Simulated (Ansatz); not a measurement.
ZnO, first-principles data

ZnO in space group P4_2/mmc (No. 131; Zn on 2c, O on 2e), a = b = 2.971 Å, c = 5.356 Å, α = β = γ = 90.00°.

Space group P4_2/mmc (No. 131); conventional cell a = b = 2.9713 Å, c = 5.3563 Å, α = β = γ = 90.00°.

Method: DFT-r²SCAN in the program Ansatz with PAW potentials. The cell and atoms are relaxed at this level. Other levels are named where they apply.

### Cell and energy

| Item | Result |
|---|---|
| Volume per atom | 11.82 Å³ |
| Density | 5.72 g/cm³ |
| Formation energy from the elements (no fitted shifts) | -1.27 eV/atom |

### Electronic structure

| Quantity | Value |
|---|---|
| Electronic character | no gap, with almost no states at the Fermi level (zero-gap or semimetallic) |
| Density of states at the Fermi level | 0.01 states/eV per atom (mean over ±0.08 eV) |

### Mechanics

| Item | Value |
|---|---|
| Bulk modulus (Birch–Murnaghan fit) | 134 GPa |
| Pressure derivative B′ | 4.1 |

The cell is a constructed one: a structure type filled with these elements; neither database checked (COD, Materials Project) lists it. It is not the phase usual at ambient conditions (space group No. 186). The r²SCAN relaxation kept the symmetry of its start; whether a distortion lowers the energy is not shown. A small band overlap can be real or an error of a semilocal functional. The references are the lowest solids computed at this level, not always the standard phases (solids in place of the gases).

Potentials: the later of the program's two PAW sets.
